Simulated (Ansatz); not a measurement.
Crystals of one structure type (zinc blende) and one family of elements, relaxed and computed with plane-wave PAW PBE (Ansatz code).

| crystal | gap (eV) | ε∞ |
|---|---|---|
| GaAs | 0.16 | 15.8 |
| BAs | 1.20 | 9.86 |
| BP | 1.25 | 9.16 |
| AlAs | 1.50 | ? |
| GaP | 1.58 | 10.6 |
| AlP | 1.63 | 8.10 |
| BN | 4.46 | 4.61 |

**Question.** Fit a straight line to ln ε∞ against ln E_g and predict the withheld value.

**Answer.** Least squares on the 6 shown rows: ln ε∞ = -0.34 × ln E_g + (2.265), with a scatter of 15 %. For AlAs this gives 8.39. The run itself gave 9.50, within the scatter.

All cells were relaxed under the symmetry of their starts (and spin orders); stability against distortions was not tested throughout. Scalar-relativistic: spin–orbit coupling is off unless named, which matters more the heavier the elements.

Potentials: the later of the program's two PAW sets.
